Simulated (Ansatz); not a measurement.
# Bi$_{4}$Te$_{3}$ (R-3m), ideal shear of a crystal plane

Theory: DFT PBEsol, scalar-relativistic, plane waves, PAW (Ansatz 0.2.0). Cutoff 420 eV, Γ-centred 9×9×3 k-points, Gaussian smearing of 0.03 eV. Spin–orbit coupling is left out, which matters for the heavy elements here. No spin polarisation. Energies are free energies at this smearing, counted from the undisturbed cell; pressure is positive in compression.

The undisturbed cell (relaxed at this level; it needn't be the usual structure):

```yaml
crystal:
  lattice:
    - [-4.43809, 0.00000, 0.00000]
    - [-2.21904, -3.84350, 0.00000]
    - [2.21904, 1.28117, 13.83582]
  atoms:
    - { symbol: Bi, position: [0.71421, 0.71421, 0.78973] }
    - { symbol: Bi, position: [0.28579, 0.28579, 0.50447] }
    - { symbol: Bi, position: [0.14664, 0.14664, 0.08703] }
    - { symbol: Bi, position: [0.85336, 0.85336, 0.20717] }
    - { symbol: Te, position: [0.00000, 0.00000, 0.64710] }
    - { symbol: Te, position: [0.42197, 0.42197, 0.91300] }
    - { symbol: Te, position: [0.57803, 0.57803, 0.38120] }
```

The cut lies on the cell's a–b face, a (0 0 1) plane (indices in the standard cell, whose axes needn't be the Cartesian ones shown) of area 17.06 Å², between layers 2.41 Å apart. Vector c is tilted by f times 1·a + 0·b (length 4.438 Å) with the atoms' Cartesian places fixed: one unrelaxed fault a cell. The traction is dγ/du, the slope of γ against the slip u in Å. Some rows repeat others by symmetry and weren't run.

```csv
f,γ (mJ/m²),traction (GPa)
0.0000,0,0.0
0.1000,52,2.4
0.2000,212,4.7
0.3000,454,5.9
0.4000,693,4.3
0.5000,795,0.0
0.6000,693,-4.3
0.7000,454,-5.9
0.8000,212,-4.7
0.9000,52,-2.4
```

Q: Read off the first barrier and the stress needed to climb it, and compare with Frenkel's sinusoid.

A: The first sampled maximum lies at f = 0.500, a slip of 2.22 Å, with γ ≈ 795 mJ/m², which stands in for the unstable fault energy γ_us, and the steepest sampled slope before it is 5.9 GPa. A sinusoid γ = γ_us sin²(πu/λ) with its maximum there has λ = 4.44 Å and a largest slope πγ_us/λ = 5.6 GPa (1 mJ/m² per Å = 0.01 GPa). The stand-in is too high: the stress and forces give a traction of 11.6 GPa across the line at this point, so it is no saddle, and slip that bends off the line crosses lower.

Q: Is there a metastable fault on this line?

A: Apart from points where γ returns to about zero, no local minimum shows among the samples, so at this sampling the line offers no fault for a dislocation to split on; a fault can still lie off the line.

The cut is rigid; relaxing the faces lowers these energies and usually the stresses.

The gap closes along the scan, which can put kinks into the curve.

Cost: 6 runs of about 8.1 core-minutes in all, on Intel Xeon 6975P-C (Granite Rapids) (shared hosts).